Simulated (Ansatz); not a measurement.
LiH:
```
LiH
1.0
    0.00000     2.00340     2.00340
    2.00340     0.00000     2.00340
    2.00340     2.00340     0.00000
Li H
1 1
Direct
  0.00000   0.00000   0.00000
  0.50000   0.50000   0.50000
```

Relaxed with PBE. Special points in fractions of this cell's reciprocal vectors: Γ (0.000, 0.000, 0.000); X (0.500, 0.000, 0.500); U (0.625, 0.250, 0.625); K (0.375, 0.375, 0.750); L (0.500, 0.500, 0.500); W (0.500, 0.250, 0.750).

### Question
List the band energies nearest the valence-band maximum at these points for DFT-PBE in the program Ansatz with PAW potentials.

### Answer
In eV from the valence-band maximum; about four levels below and three above (degenerate sets whole), none deeper than 8.9 eV; … stands for higher levels left out; points with the same levels are listed once.

| k | below | above |
|---|---|---|
| Γ | -5.45 | 16.11 … |
| X | 0.00 | 2.98 … |
| U | -0.51 | 4.13 … |
| L | -2.63 | 4.91 … |
| W | -0.23 | … |

Space group Fm-3m (rock salt). The PBE relaxation kept the symmetry of its start.

Potentials: the later of the program's two PAW sets.
